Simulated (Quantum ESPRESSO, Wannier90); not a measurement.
# Wannierisation of HfIN (R-3m)

Structure: Materials Project mp-567441, symmetrised, not relaxed again. Not found in the COD (Crystallography Open Database) copy used; not checked further. Level: PBEsol, spinors with spin-orbit coupling; pw.x of Quantum ESPRESSO at 68 Ry with PseudoDojo potentials, 4×4×4 k-points, Wannier90. Density: 10×10×10 mesh, Gaussian smearing 0.01 Ry. The cell is built of weakly bound layers, chains or molecules. Database cells relaxed without dispersion often hold them too far apart, which can enlarge gaps and weakens couplings between them; spacing and stacking were not compared with the measured crystal.

On the energy scale of pw.x, whose zero is arbitrary, the valence-band maximum lies at 9.36 eV.

Input w.win:

```
num_bands = 32
num_wann = 32
exclude_bands = 1-16,49-100
spinors = true
num_iter = 1000
conv_tol = 1.0e-6
conv_window = 4
write_hr = true
write_u_matrices = true
auto_projections = true
begin unit_cell_cart
ang
   -1.8463800065    3.1980239813    0.0000000000
   -3.6927600130    0.0000000000    0.0000000000
   -1.8463800065    1.0660079938   10.7786500000
end unit_cell_cart
begin atoms_frac
Hf   0.2055900000  0.2055900000  0.3832300000
Hf  -0.2055900000 -0.2055900000 -0.3832300000
I   -0.3930470000 -0.3930470000  0.1791410000
I    0.3930470000  0.3930470000 -0.1791410000
N   -0.1399430000 -0.1399430000  0.4198290000
N    0.1399430000  0.1399430000 -0.4198290000
end atoms_frac
mp_grid = 4 4 4
begin kpoints
0.0000000000 0.0000000000 0.0000000000
0.0000000000 0.0000000000 0.2500000000
0.0000000000 0.0000000000 0.5000000000
... (61 more lines: the 4x4x4 mesh through Gamma)
end kpoints
```

Input of pw2wannier90.x that gives the overlap and projection files (equivalent; here they were cut from one run over all bands):

```
&inputpp
  outdir = './out'
  prefix = 'pwscf'
  seedname = 'w'
  write_amn = .true.
  write_mmn = .true.
  scdm_proj = .true.
  scdm_entanglement = 'isolated'
/
```

Output w.wout (banner and timings cut):

```
                                    ------
                                    SYSTEM
                                    ------

                              Lattice Vectors (Ang)
                    a_1    -1.846380   3.198024   0.000000
                    a_2    -3.692760   0.000000   0.000000
                    a_3    -1.846380   1.066008  10.778650

                   Unit Cell Volume:     127.29085  (Ang^3)

                        Reciprocal-Space Vectors (Ang^-1)
                    b_1     0.000000   1.964709  -0.194310
                    b_2    -1.701488  -0.982354  -0.194310
                    b_3     0.000000   0.000000   0.582929

 *----------------------------------------------------------------------------*
 |   Site       Fractional Coordinate          Cartesian Coordinate (Ang)     |
 +----------------------------------------------------------------------------+
 | hf   1   0.20559   0.20559   0.38323   |   -1.84638   1.06601   4.13070    |
 | hf   2  -0.20559  -0.20559  -0.38323   |    1.84638  -1.06601  -4.13070    |
 | i    1  -0.39305  -0.39305   0.17914   |    1.84638  -1.06601   1.93090    |
 | i    2   0.39305   0.39305  -0.17914   |   -1.84638   1.06601  -1.93090    |
 | n    1  -0.13994  -0.13994   0.41983   |    0.00000   0.00000   4.52519    |
 | n    2   0.13994   0.13994  -0.41983   |   -0.00000  -0.00000  -4.52519    |
 *----------------------------------------------------------------------------*
                                ------------
                                K-POINT GRID
                                ------------

             Grid size =  4 x  4 x  4      Total points =   64

 *---------------------------------- MAIN ------------------------------------*
 |  Number of Wannier Functions               :                32             |
 |  Number of Objective Wannier Functions     :                32             |
 |  Number of input Bloch states              :                32             |
 |  Output verbosity (1=low, 5=high)          :                 1             |
 |  Timing Level (1=low, 5=high)              :                 1             |
 |  Optimisation (0=memory, 3=speed)          :                 3             |
 |  Length Unit                               :               Ang             |
 |  Post-processing setup (write *.nnkp)      :                 F             |
 |  Using Gamma-only branch of algorithms     :                 F             |
 *----------------------------------------------------------------------------*
 *------------------------------- WANNIERISE ---------------------------------*
 |  Total number of iterations                :              1000             |
 |  Number of CG steps before reset           :                 5             |
 |  Trial step length for line search         :             2.000             |
 |  Convergence tolerence                     :         0.100E-05             |
 |  Convergence window                        :                 4             |
 |  Iterations between writing output         :                 1             |
 |  Iterations between backing up to disk     :               100             |
 |  Write r^2_nm to file                      :                 F             |
 |  Write xyz WF centres to file              :                 F             |
 |  Write on-site energies <0n|H|0n> to file  :                 F             |
 |  Use guiding centre to control phases      :                 F             |
 |  Use phases for initial projections        :                 F             |
 *----------------------------------------------------------------------------*
 *-------------------------------- PLOTTING ----------------------------------*
 |  Plotting Hamiltonian in WF basis          :                 T             |
 *----------------------------------------------------------------------------*

       ... (k-mesh section left out)

 Starting a new Wannier90 calculation ...

 Reading overlaps from w.mmn

 Reading projections from w.amn

 *------------------------------- WANNIERISE ---------------------------------*
 +--------------------------------------------------------------------+<-- CONV
 | Iter  Delta Spread     RMS Gradient      Spread (Ang^2)            |<-- CONV
 +--------------------------------------------------------------------+<-- CONV

 ------------------------------------------------------------------------------
 Initial State
  WF centre and spread    1  (  0.035954, -0.027737,  5.234865 )     2.87221532
  WF centre and spread    2  (  0.004283,  0.011993, -5.202199 )     2.77302230
  WF centre and spread    3  (  0.051930, -0.524870,  4.377870 )     2.85086621
  WF centre and spread    4  ( -0.054109,  0.504865, -4.360106 )     2.48483701
  WF centre and spread    5  (  0.451658,  0.339435,  4.376432 )     2.56789589
  WF centre and spread    6  ( -0.354220, -0.293121, -4.394793 )     2.45346717
  WF centre and spread    7  ( -0.490132,  0.233052,  4.442194 )     3.07226608
  WF centre and spread    8  (  0.433338, -0.177404, -4.424111 )     2.48962904
  WF centre and spread    9  ( -3.052188,  1.774936,  2.441053 )     2.91743113
  WF centre and spread   10  (  3.171697, -1.770812, -2.735966 )     5.44324159
  WF centre and spread   11  ( -0.634768,  1.780660,  2.397706 )     2.92114415
  WF centre and spread   12  (  0.638972, -1.758600, -2.511758 )     3.86926815
  WF centre and spread   13  ( -1.855360, -0.330172,  2.393112 )     2.77514301
  WF centre and spread   14  (  1.884469,  0.308389, -2.549599 )     4.05938966
  WF centre and spread   15  (  1.864264, -1.075512,  1.676276 )     2.51765026
  WF centre and spread   16  ( -1.838548,  1.065632, -1.739979 )     2.89206932
  WF centre and spread   17  ( -1.768944,  0.974510,  3.748713 )     7.54347039
  WF centre and spread   18  (  1.854608, -0.562815, -4.468201 )     8.96276178
  WF centre and spread   19  ( -1.572951,  1.396845,  4.425096 )     7.91496455
  WF centre and spread   20  (  1.891416, -0.971678, -4.127998 )     8.83898985
  WF centre and spread   21  (  2.548288, -1.016605, -4.454246 )     9.51750116
  WF centre and spread   22  ( -1.145485,  0.912611,  4.495593 )     9.94007895
  WF centre and spread   23  (  1.324493, -0.894037, -4.380768 )     9.18549811
  WF centre and spread   24  ( -2.616475,  0.776990,  4.320548 )     9.55269755
  WF centre and spread   25  ( -1.894720,  1.292802,  4.457881 )     9.17690110
  WF centre and spread   26  (  2.180659, -0.881177, -3.856046 )     9.94856036
  WF centre and spread   27  ( -2.168787,  0.963667,  3.908231 )     9.87110685
  WF centre and spread   28  (  1.726866, -1.793647, -4.360379 )     9.63592871
  WF centre and spread   29  (  1.635237,  1.037976, -3.095872 )    10.42113187
  WF centre and spread   30  ( -1.485632,  1.392112,  3.709477 )     9.34095515
  WF centre and spread   31  (  1.883663, -1.375792, -3.737103 )     9.92216701
  WF centre and spread   32  ( -1.642134,  0.872051,  4.139401 )    12.38123345
  Sum of centres and spreads (  1.007342,  2.184547,  0.145325 )   201.11348314

      0     0.201E+03     0.0000000000      201.1134831413  <-- CONV
        O_D=      8.6469275 O_OD=    149.4392093 O_TOT=    201.1134831 <-- SPRD
 ------------------------------------------------------------------------------
      1    -0.141E+02     6.6347030446      187.0446995815  <-- CONV
        O_D=      6.9306625 O_OD=    137.0866908 O_TOT=    187.0446996 <-- SPRD
      2    -0.204E+02     5.1287994930      166.6828936441  <-- CONV
        O_D=      6.3554994 O_OD=    117.3000479 O_TOT=    166.6828936 <-- SPRD
      3    -0.310E+01     8.4876989156      163.5815190105  <-- CONV
        O_D=      5.9164444 O_OD=    114.6377283 O_TOT=    163.5815190 <-- SPRD
      4    -0.926E+00     9.1917302860      162.6553683781  <-- CONV
        O_D=      5.8229390 O_OD=    113.8050830 O_TOT=    162.6553684 <-- SPRD
      5    -0.861E+01     7.5688757145      154.0484400332  <-- CONV
        O_D=      5.8055532 O_OD=    105.2155406 O_TOT=    154.0484400 <-- SPRD
       ... (lines left out)
    100    -0.134E-01     0.2133637180       51.0821708228  <-- CONV
        O_D=      0.0733599 O_OD=      7.9814646 O_TOT=     51.0821708 <-- SPRD
       ... (lines left out)
    200    -0.138E-02     0.0967442649       50.5913099009  <-- CONV
        O_D=      0.0728096 O_OD=      7.4911540 O_TOT=     50.5913099 <-- SPRD
       ... (lines left out)
    300    -0.827E-04     0.0178878831       50.5453125628  <-- CONV
        O_D=      0.0724576 O_OD=      7.4455087 O_TOT=     50.5453126 <-- SPRD
       ... (lines left out)
    400    -0.830E-05     0.0051747385       50.5414996012  <-- CONV
        O_D=      0.0724341 O_OD=      7.4417192 O_TOT=     50.5414996 <-- SPRD
       ... (lines left out)
    500    -0.127E-05     0.0029308689       50.5411413906  <-- CONV
        O_D=      0.0724298 O_OD=      7.4413653 O_TOT=     50.5411414 <-- SPRD
       ... (lines left out)
    504    -0.797E-06     0.0017665404       50.5411371700  <-- CONV
        O_D=      0.0724290 O_OD=      7.4413618 O_TOT=     50.5411372 <-- SPRD
    505    -0.904E-06     0.0016485211       50.5411362662  <-- CONV
        O_D=      0.0724291 O_OD=      7.4413609 O_TOT=     50.5411363 <-- SPRD
    506    -0.884E-06     0.0024937039       50.5411353821  <-- CONV
        O_D=      0.0724290 O_OD=      7.4413601 O_TOT=     50.5411354 <-- SPRD
             <<<     Delta < 1.000E-06  over  4 iterations     >>>
             <<< Wannierisation convergence criteria satisfied >>>
 Final State
  WF centre and spread    1  (  0.000015, -0.000023,  5.063190 )     1.47765466
  WF centre and spread    2  ( -0.000016,  0.000018, -5.063191 )     1.47765291
  WF centre and spread    3  (  0.003090, -0.457188,  4.408794 )     1.37447056
  WF centre and spread    4  ( -0.003414,  0.457187, -4.408784 )     1.37445328
  WF centre and spread    5  (  0.394407,  0.231238,  4.408817 )     1.37448896
  WF centre and spread    6  ( -0.394223, -0.231560, -4.408806 )     1.37447118
  WF centre and spread    7  ( -0.397482,  0.225959,  4.408807 )     1.37442292
  WF centre and spread    8  (  0.397647, -0.225650, -4.408825 )     1.37446189
  WF centre and spread    9  ( -3.162184,  1.825340,  2.320545 )     1.77297226
  WF centre and spread   10  (  3.162099, -1.825635, -2.320763 )     1.77303414
  WF centre and spread   11  ( -0.530692,  1.825502,  2.320463 )     1.77294382
  WF centre and spread   12  (  0.530655, -1.825643, -2.320787 )     1.77304207
  WF centre and spread   13  ( -1.846330, -0.453423,  2.321313 )     1.77316342
  WF centre and spread   14  (  1.846369,  0.453257, -2.320780 )     1.77304004
  WF centre and spread   15  (  1.846418, -1.065521,  1.457807 )     1.71515486
  WF centre and spread   16  ( -1.846367,  1.066006, -1.457803 )     1.71512914
  WF centre and spread   17  ( -1.846736, -0.454014,  2.322914 )     1.77336846
  WF centre and spread   18  (  1.846666, -1.065901, -5.715460 )     1.47765101
  WF centre and spread   19  ( -1.846261,  1.065531,  5.715462 )     1.47766295
  WF centre and spread   20  (  0.530644, -1.825631, -2.320798 )     1.77305561
  WF centre and spread   21  (  3.296580, -0.228160, -4.408660 )     1.37440516
  WF centre and spread   22  ( -0.394399,  0.231344,  4.409026 )     1.37454234
  WF centre and spread   23  (  0.395834, -0.228648, -4.408459 )     1.37437518
  WF centre and spread   24  ( -3.295266,  0.225772,  4.408483 )     1.37434312
  WF centre and spread   25  ( -1.849812,  2.740807,  4.408907 )     1.37449215
  WF centre and spread   26  (  1.846370,  0.453263, -2.320795 )     1.77304307
  WF centre and spread   27  ( -1.845777, -1.063880,  1.457805 )     1.71510388
  WF centre and spread   28  (  1.846602, -2.740696, -4.409301 )     1.37457935
  WF centre and spread   29  (  1.846417,  1.065990, -1.457802 )     1.71512844
  WF centre and spread   30  ( -0.530786,  1.824759,  2.319183 )     1.77283340
  WF centre and spread   31  (  3.162088, -1.825635, -2.320738 )     1.77302216
  WF centre and spread   32  (  0.530498,  1.825002,  2.320236 )     1.77297298
  Sum of centres and spreads (  3.692656, -0.000232, -0.000000 )    50.54113538

         Spreads (Ang^2)       Omega I      =    43.027346312
        ================       Omega D      =     0.072429005
                               Omega OD     =     7.441360065
    Final Spread (Ang^2)       Omega Total  =    50.541135382
```
